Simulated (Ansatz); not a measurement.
## Relaxing a structure of TiB₂

The start is a relaxed TiB2 cell displaced along its unstable phonon at q = Γ (330i cm⁻¹), largest move 0.15 Å. Cell shape, volume and atoms are optimised at zero target pressure with PBEsol (plane waves to 420 eV, PAW, scalar-relativistic; Ansatz, a program for electronic structure). The first steps use a coarse 10×10×10 k-mesh.

Starting cell:
```
TiB2
1.0
    0.00000     3.08679     3.99112
    2.28545     0.00000     3.99112
    2.28545     3.08679     0.00000
B Ti
4 2
Cartesian
  2.33316   3.90090   4.13334
  2.33316   2.27268   3.84891
  3.38047   3.81607   5.84447
  3.38047   5.44429   6.12890
  0.03167   0.00000   0.00000
  1.11106   1.54339   1.99556
```

Task: Which atoms feel the largest initial force, and how large is it?

Result: 0.65 eV/Å, on B1, B2, B3, B4 (atoms numbered as listed).

Task: By how much does the energy per atom fall from start to end?

Result: 0.42 eV/atom.

Task: Does it find its way back to the structure it was made from?

Result: It does not go back: it reaches C2/c (No. 15), 0.45 eV/atom below the parent.

Task: Is the relaxed structure metallic? Give its gap.

Result: No gap (metallic).

Task: Write out the relaxed structure.

Result: 
```cif
data_B8Ti4
_chemical_formula_sum 'B8 Ti4'
_space_group_name_H-M_alt 'C2/c'
_space_group_IT_number 15
_space_group_name_Hall '-C 2yc'
_cell_length_a 6.11635
_cell_length_b 4.43059
_cell_length_c 4.54267
_cell_angle_alpha 90.000
_cell_angle_beta 116.939
_cell_angle_gamma 90.000
loop_
_atom_site_label
_atom_site_type_symbol
_atom_site_symmetry_multiplicity
_atom_site_Wyckoff_symbol
_atom_site_fract_x
_atom_site_fract_y
_atom_site_fract_z
_atom_site_occupancy
B1 B 8 f 0.14934 0.15112 0.34642 1
Ti1 Ti 4 e 0.00000 0.66363 0.25000 1
```
(The calculation used a cell of 6 atoms; values per cell refer to that cell.)

Final values are on a 14×14×12 k-mesh of the relaxed cell. No spin polarisation in the result.

The run could not lose the symmetry of its start: the end is stationary, and may be a saddle point rather than a minimum.

The relaxed structure here is a generated cell of TiB2: the first start was made by placing the elements on the sites of a structure type, and the end was not matched to a known phase here, so it may be hypothetical. Known forms of TiB2 include space group No. 191.
